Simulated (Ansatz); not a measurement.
Trial structure of VCrC₂, not yet relaxed:

```
CELL_PARAMETERS angstrom
3.65861 0.00000 0.00000
-1.82931 3.16845 0.00000
0.00000 0.00000 4.61330
ATOMIC_POSITIONS crystal
V 0.00000 0.00000 0.00000
Cr 0.00000 0.00000 0.50000
C 0.33333 0.66667 0.00000
C 0.66667 0.33333 0.00000
```

Level of theory: DFT PBE, scalar-relativistic, plane waves, PAW (Ansatz). Cutoff 420 eV; k points 6×6×4 on the computed 4-atom cell (Γ-centred); Gaussian smearing, width 0.10 eV; collinear spin from starting moments 2.0 -3.0 0.0 0.0 μB.

Energies over the elements count from the elements' standard structures at the same level, with no fitted energy shifts.

Problem. How far from equilibrium is it?

Solution. The pressure is -1.4 GPa (the mean over three directions, positive in compression), the largest force is 0.00 eV/Å (symmetry fixes the atoms), and the energy is +2.19 eV/atom against the elements. The shortest distance is 2.11 Å.

Problem. Is it a good guess?

Solution. A fair one: relaxing gains under 0.1 eV/atom (the start's value is from the coarse mesh, so the gain is rough) in 13 ionic steps and ends at +2.14 eV/atom on the finer mesh. The symmetry stays P6/mmm (No. 191). The volume per atom grows by 6.9 %, from 13.4 to 14.3 Å³. The shortest distance goes from 2.11 Å (V–C and C–C) to 2.05 Å (V–C and C–C). The ratio c/a of the conventional cell changes by a factor of 1.17. Conventional cell: a = 3.550 Å, c = 5.239 Å. Around V lie 6 C at 2.05 Å and 2 Cr at 2.62 Å; Cr is surrounded by 2 V at 2.62 Å; around C lie 3 V at 2.05 Å and 3 C at 2.05 Å.

The last run used collinear spin, an 18×18×10 mesh (in the run's order of axes) for its 4-atom cell and Gaussian smearing of 0.10 eV. The reference form of C is held partly by dispersion forces, which this level lacks. The magnetic state reached may not be the lowest. The relaxation can't lower the symmetry of the start, and the grade says only how near the guess is to its own end. A structure relaxed within its symmetry needn't be a true minimum. Another cell of VCrC2 relaxed alike, in R-3m (a Materials Project cell), lies 2.27 eV/atom lower, so this cell isn't the stable form at this level.
